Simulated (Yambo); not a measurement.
Yambo run on CaHBr (space group P4/nmm, No. 129). The wavefunctions are norm-conserving PBEsol (Quantum ESPRESSO, 72 Ry, no spin-orbit coupling) ones on a 4×4×2 mesh (18 occupied bands); a = 3.822 Å, b = 3.822 Å, c = 7.774 Å, α = 90.00°, β = 90.00°, γ = 90.00°.

Yambo input:

```
rim_cut
HF_and_locXC
RandQpts= 1000000
RandGvec= 1 Ry
EXXRLvcs= 72 Ry
VXCRLvcs= 288 Ry
% QPkrange
 1 | 1 | 18 | 19 |
 2 | 2 | 18 | 19 |
 5 | 5 | 18 | 19 |
 6 | 6 | 18 | 19 |
 11 | 11 | 18 | 19 |
 12 | 12 | 18 | 19 |
%
```

k points by index: 1 = Γ, 2 = Z, 5 = X, 6 = R, 11 = M, 12 = A.

Resulting energies as the program prints them:

```
#    K-point    Band    Eo [eV]    Ehf [eV]    Vxc [eV]    Vnlxc [eV]
#
    1    18    -0.315195    -3.047675    -11.40706    -14.13954
    1    19    3.886118    9.566776    -11.90121    -6.220551
    2    18    0.000000    -3.399241    -12.90183    -16.30107
    2    19    3.749057    9.235149    -11.57314    -6.087046
    5    18    -0.330023    -3.701300    -12.47193    -15.84321
    5    19    4.319365    10.12451    -11.62963    -5.824483
    6    18    -0.976274    -4.494968    -11.64187    -15.16056
    6    19    4.761687    10.86767    -12.62588    -6.519902
    11    18    -1.172377    -4.870106    -11.39155    -15.08928
    11    19    3.840869    8.814078    -10.14141    -5.168204
    12    18    -1.101967    -4.706600    -11.49957    -15.10420
    12    19    4.779946    10.14695    -11.60956    -6.242561
```
Exchange alone, without screening.

Geometry relaxed with PBE+D3(BJ).
